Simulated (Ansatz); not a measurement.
**Equation of state of YTe from a dense series**

```
CELL_PARAMETERS angstrom
0.00000 3.04750 3.04750
3.04750 0.00000 3.04750
3.04750 3.04750 0.00000
ATOMIC_POSITIONS crystal
Y 0.00000 0.00000 0.00000
Te 0.50000 0.50000 0.50000
```

Atom numbers follow the list: Y1, Te2.

The cell is COD entry 9008769, as deposited and not checked against the literature; nothing was relaxed.

Spin polarisation is left out, and whether a magnetic state lies lower isn't shown here.

Spin–orbit coupling is left out, though it moves levels of the heavy atoms by tenths of an eV or more.

Computed with DFT, PBEsol, all-electron LAPW, scalar-relativistic in Ansatz 0.2.0.

The runs use a Γ-centred 12×12×12 k mesh, Fermi–Dirac smearing of 0.05 eV, basis error target 0.5 meV/atom, no spin polarisation.

The cell is scaled evenly. Fractional coordinates are held (clamped ions).

```tsv
V (Å³/atom)	P (GPa)
26.605	4.22
27.171	2.47
27.737	0.91
28.020	0.18
28.303	-0.50
28.586	-1.15
28.869	-1.76
30.001	-3.92
```

(1) Fit a third-order Birch–Murnaghan curve to the pressures.

(2) Predict the pressure at the withheld volume, 29.435 Å³/atom.

Answers

(1) P = (3B0/2)(y^(7/2) − y^(5/2))[1 + (3/4)(B0′ − 4)(y − 1)] with y = (V0/V)^(2/3) fits within 0.01 GPa for V0 = 28.095 Å³/atom, B0 = 68.8 GPa and B0′ = 4.33.

(2) There y = 0.9694, so the fit gives -2.90 GPa; the run gave -2.90 GPa.
